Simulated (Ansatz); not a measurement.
## Property card for HfC

HfC:
```
CELL_PARAMETERS angstrom
      3.30550     0.00000     0.00000
     -1.65275     2.86265     0.00000
      0.00000     0.00000     5.15264
ATOMIC_POSITIONS crystal
  Hf 0.66667 0.33333 0.75000
  Hf 0.33333 0.66667 0.25000
  C  0.00000 0.00000 0.00000
  C  0.00000 0.00000 0.50000
```

Space group P6_3/mmc (No. 194), NiAs type; conventional cell a = 3.3055 Å, b = 3.3055 Å, c = 5.1526 Å, α = 90.00°, β = 90.00°, γ = 120.00°.

Method: DFT-PBEsol in the program Ansatz with PAW potentials. The cell and atoms are relaxed at this level. Other levels are named where they apply.

**Cell and energy**

| Property | Value |
|---|---|
| Volume per atom | 12.19 Å³ |
| Density | 12.98 g/cm³ |
| Formation energy from the elements (no fitted shifts) | -0.81 eV/atom |

**Electronic structure**

| Property | Value |
|---|---|
| Electronic character | metallic (no gap) |
| Density of states at the Fermi level | 0.13 states/eV per atom (mean over ±0.08 eV) |
| Gap with spin–orbit coupling | none (metallic) |

**Mechanics**

| Property | Result |
|---|---|
| Bulk modulus (Birch–Murnaghan fit) | 247 GPa |
| Pressure derivative B′ | 4.0 |
| Elastic constants (relaxed ions, GPa) | C11 = 453, C12 = 133, C13 = 171, C33 = 371, C44 = 198 |
| Mechanical stability | stable (all eigenvalues of C positive) |
| Hill bulk and shear moduli | 247 and 161 GPa |
| Young's modulus | 396 GPa |
| Poisson's ratio | 0.23 |
| Debye temperature from the elastic constants | 504 K |

**Phonons**

| Item | Value |
|---|---|
| Highest zone-centre frequency | 640 cm^-1 |
| Zone-centre stability | no imaginary mode at Γ |

The workflow started from a Materials Project entry (that database holds measured and hypothetical structures alike); the Crystallography Open Database copy checked does not list it. It is not the phase usual at ambient conditions (space group No. 225). The PBEsol relaxation kept the symmetry of its start. No spin polarisation was allowed. As this level gives no gap, shear constants depend on the k-mesh and smearing (Fermi–Dirac, 0.1 eV here). As this level gives no gap, phonon frequencies hold no LO–TO term and depend on the k-mesh and smearing (Fermi–Dirac, 0.1 eV here). On the denser mesh and wider smearing of the elastic run this cell carries a stress of 0.7 GPa. The references are the lowest solids computed at this level, not always the standard phases. Scalar-relativistic: spin–orbit coupling is off unless named, which matters more the heavier the elements.

Potentials: the later of the program's two PAW sets.
